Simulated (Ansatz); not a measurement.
Cs3CoF6:
```
Cs3CoF6
1.0
    0.00000     4.63309     4.63309
    4.63309     0.00000     4.63309
    4.63309     4.63309     0.00000
Cs Co F
3 1 6
Direct
  0.25000   0.25000   0.25000
  0.75000   0.75000   0.75000
  0.50000   0.50000   0.50000
  0.00000   0.00000   0.00000
  0.80061   0.19939   0.19939
  0.19939   0.80061   0.80061
  0.19939   0.80061   0.19939
  0.80061   0.19939   0.80061
  0.19939   0.19939   0.80061
  0.80061   0.80061   0.19939
```

Relaxed with r²SCAN. Special points in fractions of this cell's reciprocal vectors: Γ (0.000, 0.000, 0.000); X (0.500, 0.000, 0.500); U (0.625, 0.250, 0.625); K (0.375, 0.375, 0.750); L (0.500, 0.500, 0.500); W (0.500, 0.250, 0.750).

Question: List the band energies nearest the valence-band maximum at these points for the program Ansatz at the r²SCAN with spin–orbit coupling level (PAW).

Answer: In eV from the valence-band maximum; about four levels below and three above (degenerate sets whole), none deeper than 8.9 eV; points with the same levels are listed once.

| k | below | above |
|---|---|---|
| Γ | -0.10 -0.10 -0.10 -0.10 -0.01 -0.01 | 2.65 2.65 2.65 2.65 |
| X | -0.10 -0.10 0.00 0.00 | 2.68 2.68 2.69 2.69 |
| U | -0.10 -0.10 0.00 0.00 | 2.71 2.71 2.77 2.77 |
| L | -0.10 -0.10 0.00 0.00 | 2.85 2.85 2.87 2.87 |
| W | -0.11 -0.11 -0.01 -0.01 | 2.69 2.69 2.80 2.80 |

Space group Fm-3m. The first step of the workflow began from a Materials Project structure, measured or hypothetical; the Crystallography Open Database copy checked does not list it. Whether it is the stable phase at ambient conditions was not checked. Symmetry was held in the r²SCAN relaxation; whether a distortion lowers the energy is not shown. The run is not spin-polarised. No Hubbard U is applied.

Potentials: the later of the program's two PAW sets.
